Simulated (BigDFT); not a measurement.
A self-consistent single point of the molecule CH5NS3W with BigDFT.

Level of theory: LDA (Teter-Pade), Daubechies wavelet basis, HGH (Krack) norm-conserving potentials made for LDA, isolated boundary conditions in BigDFT.

```xyz
11

W      0.4712     0.7759     0.5082
N     -0.2910    -0.5432    -0.4039
C     -0.5520    -1.5980    -1.2856
H      0.3818    -2.1199    -1.5405
H     -1.2519    -2.3175    -0.8442
H     -0.9990    -1.2104    -2.2094
S      2.6023     0.9813     0.0858
S     -0.5239     2.8257    -0.1320
H      0.5871     3.4946     0.2029
S      0.2717     0.3173     2.8253
H     -0.6964    -0.6057     2.7934
```

Reference input (self-consistent single point, DFT, LDA (Teter-Pade), Daubechies wavelet basis, HGH (Krack) norm-conserving potentials made for LDA, isolated boundary conditions): basis = Daubechies wavelets; dft.hgrids = 0.33 bohr; dft.rmult = 5 8; dft.ixc = 1; potentials = built-in HGH-K LDA; boundary_conditions = free; dft.gnrm_cv = 1e-04; dft.itermax = 80; dft.idsx = 6; dft.nrepmax = 3. This run's input differs from it in these lines:

```diff
@@ -3,3 +3,3 @@
   hgrids: 0.33
-  rmult: [5, 8]
+  rmult: [6, 8]
   ixc: 1
```

Output, abridged:

```
  #------------------------------------------------------------------- Self-Consistent Cycle
 Ground State Optimization:
 - Hamiltonian Optimization: &itrp001
   - Subspace Optimization: &itrep001-01
       Wavefunctions Iterations:
 iter:  1, EKS: -5.64500440363677285E+01, gnrm:  1.80E-01, D: -1.01E+00,
 iter:  2, EKS: -5.69342009457981817E+01, gnrm:  8.18E-02, D: -4.84E-01,
 iter:  3, EKS: -5.69986141038512244E+01, gnrm:  4.30E-02, D: -6.44E-02,
 iter:  4, EKS: -5.70206767832041095E+01, gnrm:  2.62E-02, D: -2.21E-02,
 iter:  5, EKS: -5.70314327099533287E+01, gnrm:  1.38E-02, D: -1.08E-02,
   [... lines left out ...]
 iter:  13, EKS: -5.70374091757101240E+01, gnrm:  5.40E-04, D: -2.47E-05,
 iter:  14, EKS: -5.70374191012538532E+01, gnrm:  4.03E-04, D: -9.93E-06,
 iter:  15, EKS: -5.70374251394590885E+01, gnrm:  2.82E-04, D: -6.04E-06,
 iter:  16, EKS: -5.70374282929570455E+01, gnrm:  2.15E-04, D: -3.15E-06,
 iter:  17, EKS: -5.70374301507952524E+01, gnrm:  1.63E-04, D: -1.86E-06,
 iter:  18, EKS: -5.70374314724062685E+01, gnrm:  1.19E-04, D: -1.32E-06,
 iter:  19, EKS: -5.70374318404627729E+01, gnrm:  8.96E-05, D: -3.68E-07,
       -  &FINAL001  { #---------------------------------------------------------- iter: 20
 iter:  20, EKS: -5.70374322007810264E+01, gnrm:  8.96E-05, D: -3.60E-07,  #FINAL
        #Eigenvalues and New Occupation Numbers
       Orbitals: [
   [... 16 lines left out ...]
 Last Iteration                        : *FINAL001
  #---------------------------------------------------------------------- Forces Calculation
 Total electronic charge               :  37.999999979253
 Electric Dipole Moment (AU):
   P vector                            :  [ -7.875315E-01, -7.015817E-01, -3.287429E-01 ]
   norm(P)                             :  1.10476001E+00
 Electric Dipole Moment (Debye):
   P vector                            :  [ -2.001705E+00, -1.783243E+00, -8.355811E-01 ]
   norm(P)                             :  2.80801959E+00
 BigDFT infocode                       :  0
   [... lines left out ...]
 -  {S: [-2.284598219359E-03, -2.268638823242E-02,  1.116584986245E-03]} # 0008
 -  {H: [ 6.374904600093E-03,  4.472172931372E-03,  2.950927067039E-03]} # 0009
 -  {S: [ 8.367270761335E-03,  8.779986789226E-03, -1.713184207476E-02]} # 0010
 -  {H: [-6.378025779927E-03, -4.678481530473E-03, -2.822824959132E-03]} # 0011
 Energy (Hartree)                      : -5.70374322007810264E+01
 Force Norm (Hartree/Bohr)             :  6.90084932763580378E-02
```

The run converged in 20 iterations. Against the reference run the free energy falls by 5.6 meV/atom and the largest force hardly changes (2.135 to 2.143 eV/Å).

The grid can part forces that symmetry would make equal. Forces above 1 eV/Å remain at this geometry. This run is one point of a test of settings, so its values need not be converged; read them against the reference run alone. The geometry comes from a cheaper method or was typed, in some cases with atoms then moved at random; it is not relaxed at this level, and the species need not be a known compound.

These are the values that this program gave, and no reference: the built-in potentials of some of these elements keep semicore shells in the core, which can shift energies, forces and lattice constants.

Cost on one core: roughly 6 core-minutes.
